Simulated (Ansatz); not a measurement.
Relaxed BaTiO3 (cubic perovskite):

```xyz
5
Lattice="3.9940 0.0000 0.0000 0.0000 3.9940 0.0000 0.0000 0.0000 3.9940" Properties=species:S:1:pos:R:3 pbc="T T T"
Ba     0.0000     0.0000     0.0000
Ti     1.9970     1.9970     1.9970
O      0.0000     1.9970     1.9970
O      1.9970     1.9970     0.0000
O      1.9970     0.0000     1.9970
```

These are r2SCAN (plane waves to 500 eV, PAW, scalar-relativistic; Ansatz, a program for electronic structure) values and carry that method's errors. k mesh 7×7×7 (Γ-centred), Fermi-Dirac smearing 0.05 eV. BaTiO3 is run without spin polarisation. BaTiO3 was relaxed with its symmetry unable to fall. This is a high-temperature form of BaTiO3.

One atom of the cell was then moved (with its periodic images), all else fixed, and the forces (eV/Å) came out as:

```tsv
atom	Fx	Fy	Fz
Ba1	-0.110	0.000	0.000
Ti2	0.425	0.000	0.000
O3	0.443	0.000	0.000
O4	-0.379	0.000	0.000
O5	-0.379	0.000	0.000
```

Q: Which atom was moved, and by which vector (Å)?

A: O3, by (-0.08, 0.00, 0.00), 0.08 Å in all.

(A displaced cell: forces are minus the slopes of the energy, force constants its curvatures, and phonons follow from these.)
